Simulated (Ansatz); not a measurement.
Relaxed-ion elastic tensor of TiO₂ (rutile, space group No. 136) in GPa (Voigt order), the program Ansatz at the PBEsol level (PAW); density 4.28 g/cm³, 10.33 Å³ per atom.

```
278  195  162  0.0  0.0  0.0
195  278  162  0.0  0.0  0.0
162  162  500  0.0  0.0  0.0
0.0  0.0  0.0  120  0.0  0.0
0.0  0.0  0.0  0.0  120  0.0
0.0  0.0  0.0  0.0  0.0  229
```

Problem. Is the crystal mechanically stable?

Solution. Yes: the smallest eigenvalue of C is 82.5 GPa.

Problem. Work out the Voigt, Reuss and Hill averages.

Solution. K_V = 233, K_R = 223, K_H = 228; G_V = 130, G_R = 94.6, G_H = 112 GPa.

Problem. Give Young's modulus, Poisson's ratio, Pugh's ratio and the universal anisotropy index.

Solution. E = 9KG/(3K + G) = 289 GPa; ν = 0.29; K/G = 2.03 (ductile by the Pugh limit of 1.75); A_U = 5G_V/G_R + K_V/K_R − 6 = 1.89.

Problem. Estimate the sound speeds and the Debye temperature.

Solution. v_l = √((K + 4G/3)/ρ) = 9390 m/s, v_t = √(G/ρ) = 5120 m/s, mean 5710 m/s; Θ = (h/k)(3n/4πV)^(1/3) v_m = 780 K.

Problem. How much does each axis shrink under pressure?

Solution. Linear compressibilities β_i = Σ_j S_ij (j = 1 to 3): x 1.8, y 1.8, z 0.81 per TPa.

Space group P4_2/mnm (rutile). Symmetry was held in the PBEsol relaxation. No spin polarisation was allowed.

Potentials: the later of the program's two PAW sets.
